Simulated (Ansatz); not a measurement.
## MnAs (P6_3/mmc) as a metal

```
Mn As
1.0
     3.49686    0.00000    0.00000
    -1.74843    3.02837    0.00000
     0.00000    0.00000    5.24697
Mn As
2 2
Direct
  0.00000 0.00000 0.00000
  0.00000 0.00000 0.50000
  0.33333 0.66667 0.25000
  0.66667 0.33333 0.75000
```

Starting moments along z (μB): Mn1 +1.9, Mn2 +1.9, As3 +0, As4 +0.

The conventional cell has a = 3.497 Å, b = 3.497 Å, c = 5.247 Å, α = 90.00°, β = 90.00°, γ = 120.00°. Mn (atom 1) has 6 As at 2.41 Å and 2 Mn at 2.62 Å as nearest neighbours. As (atom 3) is surrounded by 6 Mn at 2.41 Å.

Unless marked otherwise, the numbers come from LDA, all-electron LAPW in Ansatz 0.2.0, scalar-relativistic, spin-polarised. k mesh 12×12×6, fine mesh 14×14×8, Fermi-Dirac smearing of 0.050 eV, basis error target 1 meV/atom. The cell was relaxed by PAW under this functional, which moved its volume by -18 % from the database entry's.

Levels and slopes are solved on a 14×14×8 mesh, and each state is taken as quadratic over its cell.

The cell carries a moment of 3.81 μB.

(1) What is the density of states at the Fermi level, and which bare Sommerfeld coefficient follows?

(2) What Drude plasma energy and σ/τ do the band velocities give?

(3) Which bands cross the Fermi level, and what do they carry?

(4) Map the plane k₃ = 1/2 of the mesh for up spins: how many bands lie under the Fermi level at each point, counted from the least on the plane?

(5) On PAW files the program sums the optical response inside the mesh cells, interband lines and its own Drude term. Where does ε₁ rise through zero (a sharp plasmon if ε₂ is small there), and how much light is reflected?

(6) What does PAW give for the same cell?

## Answers

(1) N(E_F) = 0.865 states/eV/atom (both spins), so γ = (π²/3) k_B² N(E_F) = 2.04 mJ/(mol-atom K²) without electron-phonon or spin-fluctuation enhancement.

(2) (ħω_p,α)² = (e²/ε₀VN_k) Σ_nkσ (∂E/∂k_α)² δ(E − E_F) gives ħω_p = (4.84, 4.84, 5.39) eV along x, y, z, and σ/τ = ε₀ω_p² = 4.79×10²⁰ Ω⁻¹m⁻¹s⁻¹ along x. Weighted by the density of states, the mean Fermi speed is 0.357×10⁶ m/s; the surface has an area of 18.1 Å⁻² (mean of the two spins).

(3) 

```csv
band,spin,filled part,N (states/eV/cell),speed (10⁶ m/s),5th to 95th percentile,area (Å⁻²),filling
1,up,0.83,0.251,0.578,0.24 to 0.95,4.26,partly filled
2,up,0.68,0.359,0.53,0.33 to 0.70,5.59,partly filled
3,up,0.38,0.505,0.535,0.36 to 0.78,7.94,partly filled
4,up,0.02,0.0885,0.469,0.34 to 0.64,1.22,nearly empty
1,down,0.78,0.888,0.24,0.16 to 0.34,6.26,partly filled
2,down,0.22,0.95,0.274,0.18 to 0.39,7.63,partly filled
3,down,0.08,0.419,0.276,0.21 to 0.35,3.4,nearly empty
```

(4) k₁ runs to the right and k₂ upwards, each from −½ to ½ with 0 in the middle (the axes needn't be at right angles):
```
22222222224442
22222222224444
22220002222444
22200000022244
22200000002222
22200022000222
22220022200222
22220002200022
22222000000022
24422200000022
24442222000222
24444222222222
22444222222222
22222222222222
```

(5) 

```json
{
  "Fine mesh": "14, 14, 8",
  "Window top": "30 eV",
  "Line width": "0.1 eV",
  "Drude damping": "0.03 eV",
  "ε₁ rises through zero at x": "1.74, 8.36, 20.74 eV",
  "ε₂ there x": "13.42, 3.18, 0.42",
  "ε₁ rises through zero at z": "1.55, 2.49, 21.3 eV",
  "ε₂ there z": "18.45, 11.29, 0.4",
  "Plasma energy (x, y, z)": "4.686, 4.686, 5.358 eV",
  "Reflectivity at 1 eV, x-polarised": "0.6677",
  "Reflectivity at 2 eV, x-polarised": "0.4021",
  "Reflectivity at 3 eV, x-polarised": "0.4287"
}
```

The plasma energy here is the program's own sum at the run's smearing; it differs from the value above by up to 3 %, through mesh and smearing.

(6) N(E_F) = 0.865 states/eV/atom and ħω_p,x = 4.84 eV.

Limits of these numbers: a lower magnetic state may exist; the magnetic cell shrank by over 10 per cent from the database entry, so these values may belong to a collapsed low-moment state; these sums move with the mesh, by several per cent and more for small sheets; frozen-core PAW files fitted under PBE, their cores solved anew for the functional of the run.
